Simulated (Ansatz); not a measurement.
KCd₄As₃:
```cif
data_As9Cd12K3
_chemical_formula_sum 'Cd12 As9 K3'
_space_group_name_H-M_alt 'R-3m :H'
_space_group_IT_number 166
_space_group_name_Hall '-R 3 2"'
_cell_length_a 4.49657
_cell_length_b 4.49657
_cell_length_c 36.21264
_cell_angle_alpha 90.000
_cell_angle_beta 90.000
_cell_angle_gamma 120.000
loop_
_atom_site_label
_atom_site_type_symbol
_atom_site_symmetry_multiplicity
_atom_site_Wyckoff_symbol
_atom_site_fract_x
_atom_site_fract_y
_atom_site_fract_z
_atom_site_occupancy
Cd1 Cd 6 c 0.00000 0.00000 0.08936 1
Cd2 Cd 6 c 0.00000 0.00000 0.30150 1
As1 As 6 c 0.00000 0.00000 0.22805 1
As2 As 3 a 0.00000 0.00000 0.00000 1
K1 K 3 b 0.00000 0.00000 0.50000 1
```
(The calculation used a cell of 8 atoms; values per cell refer to that cell.)

Relaxed at zero pressure with r²SCAN (plane waves, PAW; program Ansatz).

Task: The volume is raised by 3 % and shape and atoms relax at that volume. What pressure results, and how do the axes share the change?

Result: -1.0 GPa; a 0.6 %, b 0.6 %, c 1.7 %; the energy rises by 3 meV/atom.

Task: Give the new structure.

Result: 
Space group R-3m, hexagonal axes (No. 166); a = 4.5255 Å, b = 4.5255 Å, c = 36.8244 Å, α = 90.00°, β = 90.00°, γ = 120.00°

```csv
atom,site,symmetry,x,y,z
Cd,6c,3m,0.0000,0.0000,0.0890
Cd,6c,3m,0.0000,0.0000,0.3019
As,6c,3m,0.0000,0.0000,0.2293
As,3a,-3m,0.0000,0.0000,0.0000
K,3b,-3m,0.0000,0.0000,0.5000
```

The phase is kept; no other phase was compared at this pressure.

The workflow started from an entry of the Crystallography Open Database (COD, 200 K). Whether it is the stable phase at ambient conditions was not checked. Symmetry was held in the r²SCAN relaxation; whether a distortion lowers the energy is not shown.

Potentials: the later of the program's two PAW sets.
